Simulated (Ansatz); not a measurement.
TiSe$_{2}$:
```xyz
3
Lattice="3.5419 0.0000 0.0000 -1.7709 3.0674 0.0000 0.0000 0.0000 6.7138" Properties=species:S:1:pos:R:3 pbc="T T T"
Se     0.0000     2.0449     1.5473
Se     1.7709     1.0225     5.1665
Ti     0.0000     0.0000     0.0000
```

Relaxed with PBE. Special points in fractions of this cell's reciprocal vectors: Γ (0.000, 0.000, 0.000); M (0.500, 0.000, 0.000); K (0.333, 0.333, 0.000); A (0.000, 0.000, 0.500); L (0.500, 0.000, 0.500); H (0.333, 0.333, 0.500).

Question: List the band energies nearest the Fermi level at these points for plane-wave PAW PBE (Ansatz code).

Answer: In eV from the Fermi level; about four levels below and three above (degenerate sets whole), none deeper than 8.9 eV; points with the same levels are listed once.

```json
[
 {"k": "Γ", "below": "-4.82 -2.18 -2.18 -0.57", "above": "0.47 0.47 0.49 0.49"},
 {"k": "M", "below": "-2.64 -2.26 -2.19 -1.12", "above": "0.06 1.35 1.73"},
 {"k": "K", "below": "-3.85 -3.85 -2.52 -2.35 -2.35", "above": "1.13 1.53 1.53"},
 {"k": "A", "below": "-4.11 -2.17 -2.17 -2.06", "above": "0.44 0.44 0.47 0.47"},
 {"k": "L", "below": "-2.31 -1.56 -1.01 -0.09", "above": "1.35 1.71 3.27"},
 {"k": "H", "below": "-3.84 -2.76 -2.16 -2.16", "above": "1.13 1.35 1.35"}
]
```

Space group P-3m1 (CdI2 type). Symmetry was held in the PBE relaxation. No spin polarisation was allowed. A crystal of weakly bound layers computed without a dispersion correction: the cell and the soft elastic constants depend strongly on that. Scalar-relativistic: spin–orbit coupling is off unless named, which matters more the heavier the elements.

Potentials: the later of the program's two PAW sets.
